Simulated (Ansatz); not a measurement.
The calculation used DFT PBE, scalar-relativistic, plane waves, PAW in Ansatz 0.2.0. All cells share a 420 eV cutoff and Γ-centred k meshes spaced at most about 0.3 Å⁻¹ (about 0.25 or finer for metals, 2π included). No spin polarisation in the final relaxations.

Temperature and zero-point effects are left out.

Compare these two cells of Sn4F, each relaxed at this level.

1. Space group P-6m2 (No. 187), hexagonal, a = 4.756 Å, c = 8.892 Å. Around Sn on a site of symmetry 3m lie 1 Sn at 2.84 Å, 1 Sn at 3.03 Å and 3 F at 3.09 Å; Sn on a site of symmetry -6m2 is surrounded by 3 Sn at 2.75 Å; Sn on a second site of symmetry -6m2 is surrounded by 3 Sn at 2.75 Å and 2 Sn at 3.03 Å; F has 6 Sn at 3.09 Å (long against covalent radii, as for large ions).

2. Space group P4/mmm (No. 123), tetragonal, a = 5.015 Å, c = 6.726 Å. Sn on a site of symmetry mmm has 2 F at 2.51 Å, 4 Sn at 3.11 Å and 4 Sn at 3.55 Å; Sn on a site of symmetry 4mm has 5 Sn at 3.05–3.11 Å, 1 Sn at 3.67 Å and 4 F at 3.99 Å; F has 4 Sn at 2.51 Å and 8 Sn at 3.99 Å.

Question: Which would you expect to be lower, and how large is the difference?

Answer: Cell 2 is lower, by 0.45 eV/atom. Cell 1 has space group P-6m2 (No. 187), 34.8 Å³/atom and no gap on its mesh; cell 2 has space group P4/mmm (No. 123), 33.8 Å³/atom and no gap. Counting Sn atoms around F (those within 1.25 times the shortest such distance or 1.15 times the sum of covalent radii, 1.27 where that leaves under three; the shortest distance is added where it exceeds 1.18 times the sum of covalent radii), cell 1 has F 6 from 3.1 Å and cell 2 has F 4 from 2.5 Å. Both come from invented guesses. A third cell relaxed alike, in P2_1/c, lies 58 meV/atom below the lower of the two.

A magnetic state wasn't ruled out in cells without spin, among them P-6m2, P4/mmm. Cells relaxed within their symmetry can be saddle points.
